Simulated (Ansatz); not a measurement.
Sb (A7 type, space group R-3m)

```
Sb
1.0
    2.16065     1.24745     3.67987
   -2.16065     1.24745     3.67987
    0.00000    -2.49490     3.67987
Sb
2
Direct
  0.23638   0.23638   0.23638
  0.76362   0.76362   0.76362
```

Grid over V/V₀ and (c/a)/(c/a)₀, subscript 0 meaning the relaxed cell; the conventional c axis lies along z; no internal relaxation.

The numbers are results of PBE-D3(BJ) (plane waves to 420 eV, PAW, scalar-relativistic; Ansatz, an electronic-structure program), not measurements. k mesh 13×13×13 (Γ-centred), Fermi-Dirac smearing 0.05 eV. Compression counts positive. As the atoms are clamped, bonds stretch with the cell, which overstates energies and stresses. With partly filled bands, the response to shear is sensitive to the k mesh, so small differences along c/a are uncertain. Sb was relaxed with its symmetry unable to fall. Spin-orbit coupling is left out, though Sb is heavy.

At one point of the scan the stress tensor (GPa) is:

```
   -1.9      0.0      0.0
    0.0     -1.9      0.0
    0.0      0.0     -2.3
```

Question: Which point is it?
(A) V/V₀ = 1.040, (c/a)/(c/a)₀ = 1.020
(B) V/V₀ = 1.040, (c/a)/(c/a)₀ = 0.980
(C) V/V₀ = 1.000, (c/a)/(c/a)₀ = 0.980
(D) V/V₀ = 1.020, (c/a)/(c/a)₀ = 1.000

Answer: A, V/V₀ = 1.040, (c/a)/(c/a)₀ = 1.020

(A scan under strain: stresses follow from slopes of the energy per volume, elastic moduli from its curvatures.)
